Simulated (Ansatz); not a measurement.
**SiO2: the functional and the phonons**

SiO2 in the rutile structure, in a typed cell, not relaxed.

```
CELL_PARAMETERS angstrom
4.23000 0.00000 0.00000
0.00000 4.23000 0.00000
0.00000 0.00000 2.69000
ATOMIC_POSITIONS crystal
Si 0.00000 0.00000 0.00000
Si 0.50000 0.50000 0.50000
O 0.30700 0.30700 0.00000
O 0.69300 0.69300 0.00000
O 0.80700 0.19300 0.50000
O 0.19300 0.80700 0.50000
```

Settings of the Ansatz calculation: PBE; all-electron PAW datasets (no frozen core) at 740 eV; k mesh 4×4×6; fixed occupations; no spin. Phonons (linear response) are harmonic and in cm⁻¹; i marks an unstable mode. Zone-centre lists hold the optical modes without the non-analytic term.

Caveats: coarse k mesh.

At 8.02 Å³ an atom it gives top Γ mode (cm⁻¹) 907; lowest Γ mode (cm⁻¹) 221.

Question: Repeat with r2SCAN in the same cell, on the same kind of potentials and mesh (r2SCAN by finite displacements). What changes?

Answer: 
```
             functional  cutoff (eV)  volume (Å³/atom)  top Γ mode (cm⁻¹)  lowest Γ mode (cm⁻¹)
r2SCAN in the same cell          740              8.02                919                   241
```
